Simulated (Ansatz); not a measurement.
Hf3Si2:
```
CELL_PARAMETERS angstrom
      6.99467     0.00000     0.00000
      0.00000     6.99467     0.00000
      0.00000     0.00000     3.66793
ATOMIC_POSITIONS crystal
  Hf 0.67309 0.82691 0.50000
  Hf 0.32691 0.17309 0.50000
  Hf 0.17309 0.67309 0.50000
  Hf 0.82691 0.32691 0.50000
  Hf 0.50000 0.50000 0.00000
  Hf 0.00000 0.00000 0.00000
  Si 0.62370 0.12370 0.00000
  Si 0.37630 0.87630 0.00000
  Si 0.87630 0.62370 0.00000
  Si 0.12370 0.37630 0.00000
```

Relaxed with r²SCAN. Special points in fractions of this cell's reciprocal vectors: Γ (0.000, 0.000, 0.000); X (0.000, 0.500, 0.000); M (0.500, 0.500, 0.000); Z (0.000, 0.000, 0.500); R (0.000, 0.500, 0.500); A (0.500, 0.500, 0.500).

Question: List the band energies nearest the Fermi level at these points for DFT-r²SCAN with spin–orbit coupling in the program Ansatz with PAW potentials.

Answer: In eV from the Fermi level; about four levels below and three above (degenerate sets whole), none deeper than 8.9 eV; points with the same levels are listed once.

| k | below | above |
|---|---|---|
| Γ | -0.33 -0.33 -0.23 -0.23 | 1.05 1.05 1.17 1.17 |
| X | -0.42 -0.42 -0.42 -0.42 | 0.56 0.56 0.56 0.56 |
| M | -0.09 -0.09 -0.09 -0.09 | 0.22 0.22 0.22 0.22 |
| Z | -0.88 -0.88 -0.03 -0.03 | 0.09 0.09 0.13 0.13 |
| R | -0.20 -0.20 -0.20 -0.20 | 2.12 2.12 2.12 2.12 |
| A | -0.60 -0.60 -0.60 -0.60 | 2.27 2.27 2.27 2.27 |

Space group P4/mbm. The first step of the workflow began from a Materials Project structure, measured or hypothetical; the Crystallography Open Database copy checked does not list it. Its standing as an ambient phase is unchecked. Symmetry was held in the r²SCAN relaxation; its stability against distortions is not shown here. The run is not spin-polarised.

Potentials: the later of the program's two PAW sets.
